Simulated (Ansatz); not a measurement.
MgO:
```
MgO
1.0
    5.51039     0.00000     0.00000
    0.00000     5.51039     0.00000
    0.00000     0.00000     3.27622
Mg O
4 4
Direct
  0.32052   0.67948   0.00000
  0.67948   0.32052   0.00000
  0.82052   0.82052   0.50000
  0.17948   0.17948   0.50000
  0.31659   0.31659   0.00000
  0.68341   0.68341   0.00000
  0.18341   0.81659   0.50000
  0.81659   0.18341   0.50000
```

Relaxed with PBEsol.

Problem. Give the optical modes at the zone centre with their infrared activity from DFPT, plane-wave PAW PBEsol (Ansatz code).

Solution. Transverse frequencies, without the LO–TO term; a row sums one degenerate level.

```
ω (cm⁻¹)  degeneracy  IR ((D/Å)²/amu)     activity  symmetry
--------  ----------  ---------------  -----------  --------
103                1             0.00  IR-inactive       B1g
152                2             0.00  IR-inactive        Eg
261                1             0.00  IR-inactive       B1u
305                1             0.00  IR-inactive       A1g
356                2             7.99           IR        Eu
357                1             0.00  IR-inactive       A2g
377                1             0.00  IR-inactive       B1g
456                1             0.00  IR-inactive       A2g
463                2            22.47           IR        Eu
466                1             0.00  IR-inactive       B2g
516                2            32.59           IR        Eu
543                2             0.00  IR-inactive        Eg
551                1             0.00  IR-inactive       B1u
556                1            30.46           IR       A2u
567                1             0.00  IR-inactive       A1g
603                1             0.00  IR-inactive       B2g
```

Problem. How high does the top mode go among those that the LO–TO term moves?

Solution. 679 cm⁻¹ for q along x, 679 cm⁻¹ for q along y, 728 cm⁻¹ for q along z.

Space group P4_2/mnm. The start of the workflow was typed in or built on a structure type; neither database checked (COD, Materials Project) lists it. It is not the phase usual at ambient conditions (space group No. 225). The cell was relaxed with PBEsol under the symmetry of its start; phonons on a q-mesh show no instability.

Potentials: the later of the program's two PAW sets.
